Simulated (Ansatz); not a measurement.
A sublattice moved along a line in BiTe

These are results of DFT PBEsol, scalar-relativistic, plane waves, PAW in Ansatz, not measurements. Cutoff 420 eV, Γ-centred 14×14×14 k-points, Gaussian smearing of 0.15 eV. Spin–orbit coupling is left out, which can shift energies with elements as heavy as these. No spin polarisation. Energies are free energies at this smearing, counted from the undisturbed cell; pressure is positive in compression.

Reference structure (as given, not relaxed at this level; it stands at -1.7 GPa, and it needn't be the usual structure):

```yaml
crystal:
  lattice:
    - [0.00000, 3.23500, 3.23500]
    - [3.23500, 0.00000, 3.23500]
    - [3.23500, 3.23500, 0.00000]
  atoms:
    - { symbol: Bi, position: [0.00000, 0.00000, 0.00000] }
    - { symbol: Te, position: [0.50000, 0.50000, 0.50000] }
```

Every Te atom is moved by x along the Cartesian unit vector (0.000, 1.000, 0.000); the cell and all other atoms stay fixed. The cell is metallic on the mesh throughout.

| x (Å) | ΔE (meV/cell) |
| --- | --- |
| -0.3000 | 113.0 |
| -0.1500 | 26.2 |
| 0.0000 | 0.0 |
| 0.0375 | 1.6 |
| 0.0750 | 6.4 |
| 0.1125 | 14.5 |
| 0.1875 | 41.6 |
| 0.2250 | 61.1 |
| 0.2625 | 84.8 |

Predict the force along x on the moved atoms (eV/Å) at each point.

```tsv
x (Å)	force along x on the moved atoms (eV/Å)
-0.3000	0.82
-0.1500	0.36
0.0000	0.00
0.0375	-0.08
0.0750	-0.17
0.1125	-0.26
0.1875	-0.46
0.2250	-0.57
0.2625	-0.69
```